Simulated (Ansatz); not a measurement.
Consider the following.

NaMgF3:
```cif
data_F3MgNa
_chemical_formula_sum 'Na1 Mg1 F3'
_space_group_name_H-M_alt 'P 1'
_space_group_IT_number 1
_cell_length_a 3.83064
_cell_length_b 3.83064
_cell_length_c 3.83064
_cell_angle_alpha 90.000
_cell_angle_beta 90.000
_cell_angle_gamma 90.000
loop_
_space_group_symop_operation_xyz
  'x, y, z'
loop_
_atom_site_label
_atom_site_type_symbol
_atom_site_fract_x
_atom_site_fract_y
_atom_site_fract_z
_atom_site_occupancy
Na1 Na 0.00000 0.00000 0.00000 1
Mg1 Mg 0.50000 0.50000 0.50000 1
F1 F 0.50000 0.50000 0.00000 1
F2 F 0.00000 0.50000 0.50000 1
F3 F 0.50000 0.00000 0.50000 1
```

This is the LDA-relaxed structure.

Q: All from the program Ansatz at the LDA level (PAW), unless another level is named. Estimate the band gap.

A: 6.06 eV (indirect).

Q: Give the electron effective mass.

A: 0.55 mₑ (isotropic).

Q: What about the weight of the valence-edge state by species (Voronoi cells)?

A: F 99 %.

Q: And the valence-band maximum?

A: at R.

Q: What about the conduction-band minimum?

A: at Γ.

Space group Pm-3m (cubic perovskite). The workflow started from a Materials Project entry (that database holds measured and hypothetical structures alike); the Crystallography Open Database copy checked does not list it. COD files the formula under space group No. 62, so this cell is another polymorph or a model. Whether it is the stable phase at ambient conditions was not checked. The LDA relaxation kept the symmetry of its start. At this level the phase is dynamically unstable (imaginary phonons).

Potentials: the later of the program's two PAW sets.
